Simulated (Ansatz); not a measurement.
Task: Name crystals whose computed values (the program Ansatz at the r²SCAN level (PAW)) fall in these windows: B₀ by P(V) fit (GPa) 67 to 85; G_Hill (GPa) 37 to 51.

Result: 

| crystal | B₀ by P(V) fit (GPa) | G_Hill (GPa) |
|---|---|---|
| AlGaAs2, P-4m2 (Pearson symbol tP8) | 74.1 | 46.3 |
| CaAl2O4, P6_3 (Pearson symbol hP42) | 81.2 | 46.2 |
| Zn, hcp (Mg type) | 69.2 | 49.4 |
| AlGa3As4, P-4m2 (Pearson symbol tP8) | 73.2 | 47.0 |
| GaAs, zinc blende | 72.3 | 47.9 |
Others may fit too.

Typed or built starts, not in the databases checked: AlGaAs2, P-4m2 (Pearson symbol tP8); AlGa3As4, P-4m2 (Pearson symbol tP8). Standing as an ambient phase not checked: CaAl2O4, P6_3 (Pearson symbol hP42). All cells were relaxed under the symmetry of their starts (and spin orders); stability against distortions was not tested throughout. Spin–orbit coupling is left out wherever it is not named.

Potentials: the earlier of the program's two PAW sets.
